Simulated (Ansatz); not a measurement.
MgO:
```xyz
2
Lattice="2.6335 0.0000 0.0000 0.0000 2.6335 0.0000 0.0000 0.0000 2.6335" Properties=species:S:1:pos:R:3 pbc="T T T"
Mg     0.0000     0.0000     0.0000
O      1.3168     1.3168     1.3168
```

Relaxed with PBEsol. PBEsol in the plane-wave PAW code Ansatz gives a gap of 2.47 eV.

### Question
What gap does HSE06 give on the same cell (Ansatz, PAW)?

### Answer
4.07 eV, 1.60 eV more. The hybrid was solved on a coarser mesh and at special points; the gap given is the minimum over both.

```tsv
k	v1 PBEsol	c1 PBEsol	v1 HSE06	c1 HSE06
Γ	-1.01	2.47	-1.08	4.07
R	-3.65	7.37	[?]	[?]
M	0.00	4.86	[?]	[?]
X	-0.56	6.92	[?]	[?]
```

### Question
Top valence (v1) and lowest conduction level (c1) in eV from each method's valence maximum (which need not be a listed point): supply the withheld HSE06 values.

### Answer

- X, v1 HSE06: -0.60
- X, c1 HSE06: 8.76
- M, v1 HSE06: 0.00
- M, c1 HSE06: 6.58
- R, v1 HSE06: -3.90
- R, c1 HSE06: 9.19

Cost on shared cores: the PBEsol run (SCF on a 10×10×10 mesh, then bands and DOS) about 5 core-seconds (a rough figure), the HSE06 run (SCF on 8×8×8, then a few points) roughly 30 core-seconds; the tasks are unlike.

Space group Pm-3m (CsCl type). This is a known high-pressure phase of the composition, computed here at zero pressure and temperature. The PBEsol relaxation kept the symmetry of its start. At this level the phase is dynamically unstable (imaginary phonons).

Potentials: the earlier of the program's two PAW sets. The files were generated under PBE; for other functionals the program regenerates the frozen cores, and for LDA and PBEsol the local potential too.
